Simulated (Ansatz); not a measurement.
**Sr2B5H3O11 — ¹⁷O NMR of the central transition**

Cell: a COD entry whose atoms were relaxed with PBE, the cell held.

Space group C2 (No. 5); a = 10.2342, b = 8.0240, c = 6.3898 Å, β = 127.88°.

| site | Wyckoff | site symmetry | x | y | z |
| --- | --- | --- | --- | --- | --- |
| Sr | 4c | 1 | 0.2032 | 0.0307 | 0.9138 |
| B3 | 4c | 1 | 0.4267 | 0.7479 | 0.7452 |
| B5 | 2b | 2 | 0.5000 | 0.9165 | 0.5000 |
| B6 | 4c | 1 | 0.2666 | 0.0000 | 0.5075 |
| H8 | 2a | 2 | 0.5000 | 0.2573 | 0.0000 |
| H9 | 4c | 1 | 0.4834 | 0.2227 | 0.7127 |
| O11 | 4c | 1 | 0.1443 | 0.1066 | 0.4528 |
| O13 | 4c | 1 | 0.2975 | 0.8702 | 0.6732 |
| O15 | 2a | 2 | 0.5000 | 0.6692 | 0.0000 |
| O16 | 4c | 1 | 0.5680 | 0.2560 | 0.8963 |
| O18 | 4c | 1 | 0.5541 | 0.8239 | 0.7378 |
| O20 | 4c | 1 | 0.3563 | 0.0267 | 0.4164 |

One atom of each set is listed; the run and its k-mesh use a cell of 21 atoms with edges of 6.50, 6.50, 6.39 Å.

All values are calculated (Ansatz; DFT, PBE, plane waves and PAW, scalar-relativistic, 420 eV cutoff, Γ-centred 4×4×4 k-points, Fermi–Dirac smearing 0.02 eV), not measured.

¹⁷O has I = 5/2 and Q = -25.58 mb (Pyykkö 2018); at 7.05 T its Larmor frequency is ν₀ = 40.7 MHz. Only the quadrupole interaction is simulated: positions count from each site's isotropic chemical shift, and shift anisotropy, dipolar and J coupling are left out.

(1) Give C_Q, η, the quadrupolar product P_Q = |C_Q|(1 + η²/3)^½, the second-order isotropic shift and the breadth of the pattern (static powder) for each O site.

## Answers

(1) 

```csv
site,first shell,C_Q (MHz),η,P_Q (MHz),δ_QIS (ppm),breadth (kHz)
O11,"2 B at 1.37–1.51 Å, angle 125°; also 2 Sr at 2.69–2.88 Å",-4.93,0.08,4.94,-88.3,20.1
O13,"2 B at 1.38–1.47 Å, angle 119°; also 1 Sr at 2.60 Å",-4.72,0.24,4.76,-82.2,20.8
O15,"2 B at 1.45 Å, angle 128°; also 2 Sr at 2.70 Å",-5.98,0.38,6.12,-136,36.7
O16,"2 H at 0.97–1.22 Å, angle 106°; also 2 Sr at 2.57–2.59 Å",-7.27,0.55,7.62,-210,60.5
O18,"2 B at 1.46–1.47 Å, angle 118°; also 2 Sr at 2.65–2.66 Å",-5.33,0.76,5.83,-123,37.0
O20,"2 B at 1.37–1.51 Å, angle 121°; also 1 Sr at 2.57 Å",-5.02,0.12,5.03,-91.6,21.3
```

δ_QIS = −(ν_Q²/30ν₀²)[I(I+1) − 3/4](1 + η²/3) × 10⁶ ppm with ν_Q = 3|C_Q|/[2I(2I−1)]; it falls as 1/B₀² in ppm, and the breadth as 1/B₀ in kHz.

At O11, O13, O15 and O20 V_zz runs parallel to the line that joins its two neighbours (within 4°) in each case. At O16 V_zz points along the shorter of its two bonds, to H (within 9°).

The entry's hydrogen positions were far off; the other atoms hardly move on relaxation.
